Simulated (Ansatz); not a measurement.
ZrTa (Pmma), relaxed with r²SCAN (Ansatz, a first-principles code, plane waves, PAW): a = 4.656 Å, b = 3.570 Å, c = 4.971 Å, α = β = γ = 90.00°.

| Property | Value |
|---|---|
| ΔH_f (eV/atom) | 0.17 |
| B₀ by P(V) fit (GPa) | 122 |

Q: The same phase is relaxed and computed with PBE in the same code. What are the cell and these values now?

A: a = 4.693 Å, b = 3.558 Å, c = 4.960 Å, α = 90.00°, β = 90.00°, γ = 90.00°.

- ΔH_f (eV/atom): 0.15
- B₀ by P(V) fit (GPa): 119

Typed or built starts, not in the databases checked: ZrTa, Pmma (Ta on 2e, Zr on 2f). All cells were relaxed under the symmetry of their starts (and spin orders); stability against distortions was not tested throughout. Rows with no word on spin ran without spin polarisation. Spin–orbit coupling is left out wherever it is not named.

Potentials: the later of the program's two PAW sets.

Ansatz is a plane-wave DFT program.

Formation energies count from the lowest solids of the elements computed at the same level, not from gases.
